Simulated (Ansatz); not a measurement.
# GePd, first-principles data

GePd:
Space group P6₃/mmc (No. 194); a = b = 3.710 Å, c = 5.809 Å, α = β = 90.00°, γ = 120.00°

| atom | site | symmetry | x | y | z |
|---|---|---|---|---|---|
| Pd | 2a | -3m. | 0.0000 | 0.0000 | 0.0000 |
| Ge | 2c | -6m2 | 0.3333 | 0.6667 | 0.2500 |

Space group P6_3/mmc (No. 194), NiAs type; conventional cell a = 3.7097 Å, b = 3.7097 Å, c = 5.8085 Å, α = 90.00°, β = 90.00°, γ = 120.00°.

Method: DFT-PBE in the program Ansatz with PAW potentials. Geometry: relaxed at this level of theory. Other levels are named where they apply.

Cell and energy:

```
Quantity                                                      Result
-----------------------------------------------------  -------------
Volume per atom                                             17.31 Å³
Density                                                   8.59 g/cm³
Formation energy from the elements (no fitted shifts)  -0.36 eV/atom
```

Electronic structure:

```
Item                                                                         Value
------------------------------------  --------------------------------------------
Electronic character                                             metallic (no gap)
Density of states at the Fermi level  0.42 states/eV per atom (mean over ±0.08 eV)
```

Mechanics:

```
Property                             Result
----------------------------------  -------
Bulk modulus (Birch–Murnaghan fit)  119 GPa
Pressure derivative B′                  5.2
```

The cell is a constructed one: a structure type filled with these elements; neither database checked (COD, Materials Project) lists it. COD files the formula under space group No. 62, so this cell is another polymorph or a model. Whether it is the stable phase at ambient conditions was not checked. The cell was relaxed with PBE under the symmetry of its start; its stability against distortions is not shown here. No spin polarisation was allowed. The references are the lowest solids computed at this level, not always the standard phases. Scalar-relativistic: spin–orbit coupling is off unless named, which matters more the heavier the elements.

Potentials: the later of the program's two PAW sets.
